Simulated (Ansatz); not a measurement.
Hf₃Si₂:
```cif
data_Hf6Si4
_chemical_formula_sum 'Hf6 Si4'
_space_group_name_H-M_alt 'P4/mbm'
_space_group_IT_number 127
_space_group_name_Hall '-P 4 2ab'
_cell_length_a 6.99467
_cell_length_b 6.99467
_cell_length_c 3.66793
_cell_angle_alpha 90.000
_cell_angle_beta 90.000
_cell_angle_gamma 90.000
loop_
_atom_site_label
_atom_site_type_symbol
_atom_site_symmetry_multiplicity
_atom_site_Wyckoff_symbol
_atom_site_fract_x
_atom_site_fract_y
_atom_site_fract_z
_atom_site_occupancy
Hf1 Hf 4 h 0.32691 0.17309 0.50000 1
Hf2 Hf 2 a 0.00000 0.00000 0.00000 1
Si1 Si 4 g 0.12370 0.37630 0.00000 1
```

Relaxed at zero pressure with DFT-r²SCAN in the program Ansatz with PAW potentials.

Problem. The volume is lowered by 9 % and shape and atoms relax at that volume. What pressure results, and how do the axes share the change?

Solution. 16.5 GPa; a -2.5 %, b -2.5 %, c -4.4 %; the energy rises by 77 meV/atom.

Problem. Give the new structure.

Solution. 
Space group P4/mbm (No. 127); a = b = 6.8226 Å, c = 3.5083 Å, α = β = γ = 90.00°

| atom | site | symmetry | x | y | z |
|---|---|---|---|---|---|
| Hf | 4h | m.2m | 0.3256 | 0.1744 | 0.5000 |
| Hf | 2a | 4/m.. | 0.0000 | 0.0000 | 0.0000 |
| Si | 4g | m.2m | 0.1229 | 0.3771 | 0.0000 |

The phase is kept; no other phase was compared at this pressure.

The first step of the workflow began from a Materials Project structure, measured or hypothetical; the Crystallography Open Database copy checked does not list it. Whether it is the stable phase at ambient conditions was not checked. The cell was relaxed with r²SCAN under the symmetry of its start; its stability against distortions is not shown here. No spin polarisation was allowed. Scalar-relativistic: spin–orbit coupling is off unless named, which matters more the heavier the elements.

Potentials: the later of the program's two PAW sets.
